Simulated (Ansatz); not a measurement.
SiB:
```xyz
4
Lattice="3.1346 0.0000 0.0000 -1.5673 2.7146 0.0000 0.0000 0.0000 5.8798" Properties=species:S:1:pos:R:3 pbc="T T T"
Si     0.0000     1.8098     2.0899
Si     1.5673     0.9049     5.0298
B      0.0000     1.8098     0.1150
B      1.5673     0.9049     3.0549
```

Relaxed with PBEsol. Special points in fractions of this cell's reciprocal vectors: Γ (0.000, 0.000, 0.000); M (0.500, 0.000, 0.000); K (0.333, 0.333, 0.000); A (0.000, 0.000, 0.500); L (0.500, 0.000, 0.500); H (0.333, 0.333, 0.500).

Task: List the band energies nearest the Fermi level at these points for PBEsol in the plane-wave PAW code Ansatz.

Result: In eV from the Fermi level; about four levels below and three above (degenerate sets whole), none deeper than 8.9 eV; points with the same levels are listed once.

| k | below | above |
|---|---|---|
| Γ | -7.53 -0.09 | 1.55 1.55 2.86 2.86 |
| M | -4.86 -4.21 -2.46 -0.88 | 0.97 3.75 3.98 |
| K | -4.74 -4.74 -2.82 -2.82 -2.52 | 1.54 7.55 7.55 |
| A | -4.06 -4.06 | 2.11 2.11 2.11 2.11 |
| L | -1.72 -1.72 -0.15 -0.15 | 3.16 3.16 5.07 5.07 |
| H | -4.03 -4.03 -1.18 -1.18 | 4.44 4.44 4.88 4.88 |

Space group P6_3mc (wurtzite). The workflow started from a Materials Project entry (that database holds measured and hypothetical structures alike); the Crystallography Open Database copy checked does not list it. Its standing as an ambient phase is unchecked. The PBEsol relaxation kept the symmetry of its start. At this level the phase is mechanically unstable. Its formation energy is positive at this level, so the cell may be metastable or incomplete.

Potentials: the later of the program's two PAW sets.
